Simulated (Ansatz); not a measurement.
## LaB₆ (CaB6-type structure)

**The experiment.** The Crystallography Open Database holds a cell as deposited of cubic LaB6 (space group Pm-3m), temperature not stated (2010, doi:10.1107/S0108768110011845): a = 4.157 Å, 10.26 Å³/atom.

Method: r²SCAN, scalar-relativistic; no spin polarisation; PAW, 500 eV, 8×8×8 k-mesh, Gaussian smearing of 0.05 eV; code Ansatz. The datasets are Ansatz's generated set soft_2.

```
La B
1.0
     4.15234    0.00000    0.00000
     0.00000    4.15234    0.00000
     0.00000    0.00000    4.15234
La B
1 6
Direct
  0.00000 0.00000 0.00000
  0.20008 0.50000 0.50000
  0.79992 0.50000 0.50000
  0.50000 0.50000 0.20008
  0.50000 0.50000 0.79992
  0.50000 0.20008 0.50000
  0.50000 0.79992 0.50000
```

The start was a prototype's sites filled with these elements; the Crystallography Open Database holds the compound in this structure.

The cell above was scaled in volume, and the atoms were relaxed at each volume within its symmetry. Energies are counted from the cell above.

The cell is relaxed to zero pressure at this level.

```
V (Å³/atom)  ΔE (meV/atom)  P (GPa)
       9.82            9.8      7.9
      10.02            2.4      3.8
      10.23            0.0      0.0
      10.43            2.2     -3.4
      10.64              ?        ?
      10.94           25.3    -10.7
```

Question: Fill in the withheld row.

Answer: ΔE (meV/atom): 8.6, P (GPa): -6.6.

Question: What do the points give for the equilibrium volume, the bulk modulus and its pressure derivative (third-order Birch–Murnaghan)?

Answer: V0 = 10.23 Å³/atom, B0 = 180 GPa, B0′ = 3.7.

B0·V0 = 179.8 GPa × 10.23 Å³ = 11.48 eV/atom sets the scale: near the minimum ΔE ≈ ½ B0 V0 x², with x = V/V0 − 1, and a pressure of 1.8 GPa squeezes the volume by about 1 %. At the ends of the curve: x = −4.0 % predicts 9.2 meV/atom and the run gives 9.8; x = +7.0 % predicts 28.1 meV/atom and the run gives 25.3. The lopsidedness is anharmonic: atoms resist being pushed together more than being pulled apart.

**Comparison.** The computed cell (4.152 Å, 10.23 Å³/atom) differs from the database's by −0.3 % in volume, about −0.1 % in length. Agreement this close is partly luck: the calculation is for a static lattice, the crystal has zero-point motion and thermal expansion, roughly 0.7 to 1.7 % in volume at 300 K (room temperature assumed) by Grüneisen's rule, γ·3k_BT/(B0·V0) with γ of 1 to 2.5.

Spin–orbit coupling, which matters for such heavy elements, is left out. The cell is a metal with an odd number of electrons, and spin polarisation wasn't tried.
